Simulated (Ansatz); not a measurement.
Ge (diamond), relaxed with PBE (Ansatz, a first-principles code, plane waves, PAW): a = b = c = 5.7610 Å, α = β = γ = 90.00°.

| Quantity | Value |
|---|---|
| B₀ by P(V) fit (GPa) | 58.6 |
| K_Hill (GPa) | 58.9 |
| G_Hill (GPa) | 44.3 |
| Θ_D (K) | 338 |

The same phase is relaxed and computed with PBEsol in the same code. What are the cell and these values now?

a = b = c = 5.6758 Å, α = β = γ = 90.00°.

- B₀ by P(V) fit (GPa): 67.2
- K_Hill (GPa): 67.3
- G_Hill (GPa): 47.4
- Θ_D (K): 348

All cells were relaxed under the symmetry of their starts (and spin orders); stability against distortions was not tested throughout. Scalar-relativistic: spin–orbit coupling is off unless named, which matters more the heavier the elements.

Potentials: the later of the program's two PAW sets.

Ansatz is a plane-wave DFT program.
